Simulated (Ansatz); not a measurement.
Values for one crystal, relaxed and computed with DFT-r²SCAN+D4 in the program Ansatz with PAW potentials; other levels are named.

| Property | Result |
|---|---|
| Volume per atom | 13.28 Å³ |
| Electronic character | metallic (no gap) |
| Formation energy from the elements (no fitted shifts) | -163 kJ/mol-atom |
| Density of states at the Fermi level | 0.10 states/eV per atom (mean over ±0.08 eV) |

### Question
Pick the material that matches.
(A) CdGaO3, P4mm (Ga on 1b, Cd on 1a, O on 2c, O on 1b)
(B) Mg2O, R-3m (Mg on 6c, O on 3a)
(C) TeO2, Aea2 (Te on 4a, O on 8b)
(D) SiC12, P6/mmm (C on 12n, Si on 1b)

### Answer
B, Mg2O, R-3m (Mg on 6c, O on 3a)

The start of the workflow was typed in or built on a structure type; neither database checked (COD, Materials Project) lists it. Its standing as an ambient phase is unchecked. The cell was relaxed with r²SCAN+D4 under the symmetry of its start; its stability against distortions is not shown here. The volume moved by -17 % from the start of the relaxation. The references are the lowest solids computed at this level, not always the standard phases (solids in place of the gases).

Potentials: the earlier of the program's two PAW sets. The files were generated under PBE; for other functionals the program regenerates the frozen cores, and for LDA and PBEsol the local potential too.
